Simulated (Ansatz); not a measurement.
**Structure types of VSi compared at 79 GPa**

Structure types of VSi are relaxed in primitive cells with their symmetry kept at 79 GPa, on PAW files; LAPW relaxes the small cells further and takes the PAW cell for the others (marked *). The enthalpy is E + pV at zero temperature, without zero-point motion. Only the types listed were tried, and differences under about 5 meV/atom are mesh noise. The real phase may be another.

All numbers are LDA results (scalar-relativistic) from Ansatz 0.2.0, with Fermi–Dirac smearing of 0.1 eV, no spin polarisation. Methods: LAPW: all electrons, basis error target 0.5 meV/atom; PAW: frozen-core files, cutoff 420 eV.

k meshes: rocksalt 15×15×15, CsCl 15×15×15, zincblende 13×13×13, WC 15×15×13, wurtzite 10×10×6.

The PAW files were made under PBE.

Q: Which type is lowest in enthalpy, and by how much?

A: distorted WC, 144 meV/atom below CsCl. The whole table:

```
start type               ends as          a, b, c (Å)  V (Å³/atom)  H − H(lowest), LAPW (meV/atom)  same, PAW
  rocksalt       rocksalt, Fm-3m  4.351, 4.351, 4.351        10.30                           732.5      732.9
      CsCl           CsCl, Pm-3m  2.682, 2.682, 2.682         9.64                           143.7      142.8
zincblende     zincblende, F-43m  4.676, 4.676, 4.676        12.78                          3711.5     3713.9
        WC   distorted WC, P-6m2  2.468, 2.468, 3.709         9.78                             0.0        0.0
 wurtzite*  flat h-MgO, P6_3/mmc  3.635, 3.635, 4.207        12.03                          2157.4     2158.5
```

Q: Split the lead of distorted WC over CsCl into energy and pV.

A: For CsCl less distorted WC: ΔE = +210.0 meV/atom, and p·ΔV = 79 GPa × -0.1346 Å³ × 6.242 meV/(GPa·Å³) = -66.3 meV/atom, together 143.7 meV/atom. distorted WC wins by its internal energy, though it is the less dense.
